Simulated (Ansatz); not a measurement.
Mo$_{3}$Se$_{4}$ in space group R-3 (No. 148; Mo on 18f, Se on 6c, Se on 18f) under volume change, r²SCAN in the plane-wave PAW code Ansatz, shape and atoms relaxed at each volume.

```csv
V (Å³/atom),E − E(relaxed) (meV/atom),P (GPa)
20.226,23.5,4.59
20.893,9.0,2.49
21.560,2.0,1.01
22.227,0.0,0.00
22.893,?,?
23.560,?,?
24.227,15.5,-2.26
```

### Question
Complete the blanks.

### Answer

- 23.560, E − E(relaxed) (meV/atom): 7.3
- 23.560, P (GPa): -1.66
- 22.893, E − E(relaxed) (meV/atom): 1.9
- 22.893, P (GPa): -0.91

### Question
What does a third-order Birch–Murnaghan fit give for V₀, B₀ and B′?

### Answer
V₀ = 22.17 Å³/atom, B₀ = 35.0 GPa, B′ = 7.5.

The workflow started from a Materials Project entry (that database holds measured and hypothetical structures alike); the Crystallography Open Database files this formula in space group No. 148, but the cells were not matched. Its standing as an ambient phase is unchecked. Symmetry was held in the r²SCAN relaxation; its stability against distortions is not shown here. The run is not spin-polarised.

Potentials: the later of the program's two PAW sets.
